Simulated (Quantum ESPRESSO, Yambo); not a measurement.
At a photon energy of 13.75 eV, RPA with local fields on PBEsol bands shifted by a G0W0 scissor of 4.76 eV (Quantum ESPRESSO and Yambo; 4×4×4 mesh, 87 bands, 3 Ry local-field block, 0.2 eV broadening) gives ε = 2.38 + 0.31i for KPF$_{6}$ (space group R-3, No. 148), field along x. Axes are Cartesian, with cell vectors (Å) (3.56, 2.05, 2.33), (-3.56, 2.05, 2.33), (0.00, -4.11, 2.33).

### Question
Work out n, κ, the normal-incidence reflectivity, the absorption coefficient and the penetration depth.

### Answer
|ε| = 2.40; n = √((|ε| + ε1)/2) = 1.55, κ = √((|ε| − ε1)/2) = 0.10. R = ((n − 1)² + κ²)/((n + 1)² + κ²) = 0.05. α = 2Eκ/(ħc) with ħc = 197.327 eV nm: 0.0140 per nm = 1.4 × 10⁵ per cm, a 1/e depth of 72 nm. The computed direct gap is 12.27 eV, and the energy scale of the real crystal may differ from it. Excitonic effects are left out, and values at one energy depend on mesh and broadening. The scissor comes from a G0W0 run whose convergence isn't established. Convergence of the RPA response with its 4×4×4 mesh was not tested.

Geometry of the Materials Project entry, not relaxed at this level; primitive cell a = b = c = 4.7232 Å, α = β = γ = 97.80°.

The structure is a Materials Project entry; no match was found in the copy of COD used, and its stability was not checked.
